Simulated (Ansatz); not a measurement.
**TePb$_{2}$S, first-principles data**

TePb2S:
```xyz
4
Lattice="4.4473 0.0000 0.0000 0.0000 4.4473 0.0000 0.0000 0.0000 6.2904" Properties=species:S:1:pos:R:3 pbc="T T T"
Te     2.2237     2.2237     0.0000
Pb     0.0000     0.0000     0.0000
Pb     2.2237     2.2237     3.1452
S      0.0000     0.0000     3.1452
```

Space group P4/mmm (No. 123); conventional cell a = b = 4.4473 Å, c = 6.2904 Å, α = β = γ = 90.00°.

Method: r²SCAN in the plane-wave PAW code Ansatz. The cell and atoms are relaxed at this level. Other levels are named where they apply.

**Cell and energy**

| Property | Value |
|---|---|
| Volume per atom | 31.10 Å³ |
| Density | 7.66 g/cm³ |
| Formation energy from the elements (no fitted shifts) | -0.49 eV/atom |

**Electronic structure**

| Item | Value |
|---|---|
| Band gap | 0.32 eV (direct) |
| Valence-band maximum | at R |
| Conduction-band minimum | at R (2 equivalent valleys) |
| Electron effective mass | 0.15, 0.18, 0.22 mₑ (principal values) |
| Hole effective mass | 0.053, 0.14, 0.28 mₑ (principal values) |
| HSE06 gap on the r²SCAN cell | 0.44 eV |
| Gap with spin–orbit coupling | none (metallic) |
| Z2 indices of the occupied bands with spin–orbit coupling | 0;(110) |

**Mechanics**

| Property | Result |
|---|---|
| Bulk modulus (Birch–Murnaghan fit) | 47.9 GPa |
| Pressure derivative B′ | 4.4 |
| Elastic constants (relaxed ions, GPa) | C11 = 84.4, C12 = 48.3, C13 = 11.0, C33 = 122, C44 = 16.1, C66 = 57.2 |
| Mechanical stability | stable (all eigenvalues of C positive) |
| Hill bulk and shear moduli | 47.9 and 27.9 GPa |
| Young's modulus | 70.1 GPa |
| Poisson's ratio | 0.26 |
| Debye temperature from the elastic constants | 201 K |

**Phonons**

| Quantity | Value |
|---|---|
| Highest zone-centre frequency (without LO–TO term) | 85 cm⁻¹ |
| Zone-centre stability | unstable, softest mode 90i cm⁻¹ |

**Charges**

| Item | Value |
|---|---|
| Bader charges | Te -0.74, Pb +0.85 to +0.97, S -1.08 e |

The first step of the workflow began from a Materials Project structure, measured or hypothetical; the Crystallography Open Database copy checked does not list it. With Te and S taken as one species the cell has the higher symmetry Fm-3m, so it may be an ordered model of a mixed-site phase. Its standing as an ambient phase is unchecked. The r²SCAN relaxation kept the symmetry of its start. The references are the lowest solids computed at this level, not always the standard phases. Scalar-relativistic: spin–orbit coupling is off unless named, which matters more the heavier the elements.

Potentials: the later of the program's two PAW sets.
